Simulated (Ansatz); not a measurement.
Ansatz (a first-principles code) input:

Ansatz 0.2 input:
```yaml
crystal:
  lattice:
    - [0.0, 2.8038605342, 2.8038605342]
    - [2.8038605342, 0.0, 2.8038605342]
    - [2.8038605342, 2.8038605342, 0.0]
  atoms:
    - { symbol: Cl, position: [0.0, 0.0, 0.0] }
    - { symbol: Na, position: [0.5, 0.5, 0.5] }
kpoints:
  mp_grid: { grid: [9, 9, 9] }
hamiltonian:
  xc: r2scan
  pseudopotentials: { kind: paw }
scf:
  occupations: { method: fixed }
elastic: { mode: relaxed_ion, stencil: two_point, amplitude: 0.005, f_tol: 0.0005 }
```

Output (shortened):

```
Pseudopotential: Cl, paw, valence charge 7
Pseudopotential: Na, paw, valence charge 9
Functional definition: r2SCAN
Crystal: 2 atoms, lattice volume = 44.086 Å³
Basis set: ecut = 500 eV, 1139 PW (Γ), exchange–correlation on 120×120×120 points (64 copies of the dense FFT grid, shifted against one another)
Bands: 12, of which v1, the nominal top of the filled ones, is band 8 counted from 1 (7 counted from 0)
Symmetry: 48 space group operations
Space group: Fm-3m (ITA 225), of the structure as read, at distance tolerance 3.5e-5 Å
k-points: 35 of 729
SCF 1 converged in 9 iterations: F = -2576.327558 eV  dr2 = 2.55e-15
Crystal: 2 atoms, lattice volume = 44.086 Å³
SCF 2 converged in 2 iterations: F = -2576.327558 eV  dr2 = 1.63e-16
Crystal: 2 atoms, lattice volume = 43.865 Å³
Basis set: ecut = 500 eV, 1115 PW (Γ), exchange–correlation on 120×120×120 points (64 copies of the dense FFT grid, shifted against one another)
Symmetry: 16 space group operations
k-points: 75 of 729
SCF 3 converged in 8 iterations: F = -2576.327345 eV  dr2 = 5.89e-14
Crystal: 2 atoms, lattice volume = 44.306 Å³
SCF 4 converged in 7 iterations: F = -2576.327364 eV  dr2 = 5.98e-16
Crystal: 2 atoms, lattice volume = 44.086 Å³
Symmetry: 8 space group operations
k-points: 125 of 729
SCF 5 converged in 9 iterations: F = -2576.327512 eV  dr2 = 7.06e-14
Crystal: 2 atoms, lattice volume = 44.086 Å³
SCF 6 converged in 6 iterations: F = -2576.327512 eV  dr2 = 5.33e-14
SCF converged after 2 iterations
Free energy (F): -2576.327558 eV
Harris-Foulkes:  -2576.327558 eV  (|F-HF|=4.55e-13)
Internal energy: -2576.327558 eV  (E = F + TS)
E sigma→0 (E₀):  -2576.327558 eV
Fermi energy:    0.809678 eV
--- Per-component energies (eV) ---
  E_band       = -248.243454
  E_kinetic    = 282.815589
  E_local      = -1523.167196  (includes V_loc(G=0)·N_el)
  E_nonlocal   = 144.212941
  E_hartree    = 537.660689
  E_xc         = -141.785782
  E_vxc        = -191.291552  (∫ρ·V_xc dr)
  E_paw        = -934.358869  (= ΣΔE_a)
  E_vpaw       = -48.286610  (= ΣTr[D̂ρ^β])
  E_aug_tail   = 0.000042  (compensation charges beyond the density's cutoff)
  E_vtau       = 12.151955  (kinetic-family band-sum trace: ∫τ·v_τ [+ j·A + Jᵃ·Aᵃ] dr)
  E_ewald      = -941.542298
  E_core_change = -0.162674  (= ΣΔE_core)
  E_smearing   =  0.000000  (= −TS)
  E_closure    =  0.000000  (closes the sum)
  Σ components = -2576.327558   (vs F -2576.327558, Δ=0.00e0)
--- Forces (eV/Å), atoms counted from 1 ---
  atom   1  Cl     0.00000000     0.00000000     0.00000000
  atom   2  Na     0.00000000     0.00000000     0.00000000
  max |Σ_I F_I| component: 0.0 eV/Å
--- Stress (GPa, compression-positive) ---
        0.003101       0.000000       0.000000
        0.000000       0.003101       0.000000
        0.000000       0.000000       0.003101
  P = ⅓ Tr σ = 0.0031 GPa (0.031 kbar)
--- Band table (eV; the first three rows and the last of 35) ---
  k-point 0: bands = ["-50.1672", "-20.5757", "-20.5757", "-20.5757", "-12.4454", "0.8097", "0.8097", "0.8097", "6.7798", "12.5478", "12.5478", "12.5478"]
  k-point 1: bands = ["-50.1671", "-20.5794", "-20.5759", "-20.5759", "-12.4054", "0.5114", "0.7749", "0.7749", "7.1825", "12.1038", "12.7164", "12.7164"]
  k-point 2: bands = ["-50.1668", "-20.5888", "-20.5765", "-20.5765", "-12.3021", "-0.1358", "0.6893", "0.6893", "8.0383", "11.5761", "12.9136", "12.9136"]
  k-point 34: bands = ["-50.1662", "-20.5928", "-20.5887", "-20.5847", "-12.0229", "-0.5665", "-0.3109", "0.1029", "10.5835", "10.9169", "11.3134", "13.4075"]
--- Elastic constants: 2 strain directions × 2 members + reference (group order 48) ---
  dense FFT box of the reference and of every strained cell: 30×30×30
  strains applied: 11, 23; error gains: componentwise 1.00 (the most a stress slope's error grows in a printed constant), spectral 1.73 (1 for all six strains …
  C = ∂σ_k/∂η_j (tension-positive GPa; Voigt order 11 22 33 23 13 12):
        59.275     11.623     11.623      0.000      0.000      0.000
        11.623     59.275     11.623      0.000      0.000      0.000
        11.623     11.623     59.275      0.000      0.000      0.000
         0.000      0.000      0.000     13.655      0.000      0.000
         0.000      0.000      0.000      0.000     13.655      0.000
         0.000      0.000      0.000      0.000      0.000     13.655
  reference stress σ⁰ (GPa):     -0.003     -0.003     -0.003      0.000      0.000      0.000
  moduli (Voigt/Reuss/Hill, GPa): K = 27.51/27.51/27.51   G = 17.72/16.47/17.10   E = 42.48   ν = 0.243
  mechanically stable: yes (min eigenvalue of sym C = 13.66 GPa)
  strain η (Voigt 11):  stress-route row diagonal C_11 = 59.27 GPa, energy-path curvature d²(F+E_count+ΔE)/dδ²/Ω₀ = 59.27 GPa
         δ    σ_11 (GPa)             F (eV)   n_scf  n_hpsi   n_pw
    -5.000e-3      -0.3094       -2576.3273453       8   18987   1126   relax 0 steps, max|allowed force component| 0.0 eV/Å
     5.000e-3       0.2834       -2576.3273637       7   16016   1139   relax 0 steps, max|allowed force component| 0.0 eV/Å
  strain η (Voigt 23):  stress-route row diagonal C_44 = 13.66 GPa, energy-path curvature d²(F+E_count+ΔE)/dδ²/Ω₀ = 13.66 GPa
         δ    σ_23 (GPa)             F (eV)   n_scf  n_hpsi   n_pw
    -5.000e-3      -0.0683       -2576.3275116       9   31834   1139   relax 0 steps, max|allowed force component| 0.0 eV/Å
     5.000e-3       0.0683       -2576.3275116       6   24884   1139   relax 0 steps, max|allowed force component| 0.0 eV/Å
```

Cost: about 27 core-seconds (a rough figure) on shared cores.

Symmetry was held in the r²SCAN relaxation.

Potentials: the later of the program's two PAW sets.

Ansatz is a plane-wave DFT program.
